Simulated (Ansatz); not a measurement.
This SiSe structure is the end of a relaxation. The cell was found from a structure generator's guess, not taken from experiment.

Method: DFT PBE, scalar-relativistic, plane waves, PAW (Ansatz 0.2.0). Cutoff 420 eV, Γ-centred mesh, Gaussian smearing, no spin polarisation.

```
Si Se
1.0
     3.59520    0.00000    0.00000
    -1.79760    3.11353    0.00000
     0.00000    0.00000    3.59873
Si Se
1 1
Direct
  0.66667 0.33333 0.50000
  0.00000 0.00000 0.00000
```

Formation energies are uncorrected and refer to the elements' standard structures at the same level.

(1) What space group does it have?

(2) What is its formation energy per atom?

(3) Is it a metal?

(4) From what recipe could a structure generator have reached it?

Answers

(1) P-6m2 (No. 187), the tungsten carbide type. Conventional cell: a = 3.595 Å, c = 3.599 Å. Around Si lie 6 Se at 2.75 Å; Se has 6 Si at 2.75 Å.

(2) +0.26 eV/atom. A positive value: parting into the elements would lower its energy.

(3) Yes, bands cross the Fermi level on the 18×18×16 mesh.

(4) One such recipe: close-packed anion layers stacked A, next cell at A, with sites between them filled layer by layer (P-6m2, No. 187). Other recipes can lead to the same cell.

The last run used an 18×18×16 mesh (in the run's order of axes) for its 2-atom cell and Gaussian smearing of 0.10 eV. The reference form of Se is held partly by dispersion forces, which this level lacks. Symmetry constrained the relaxation, so the result can be a saddle point.
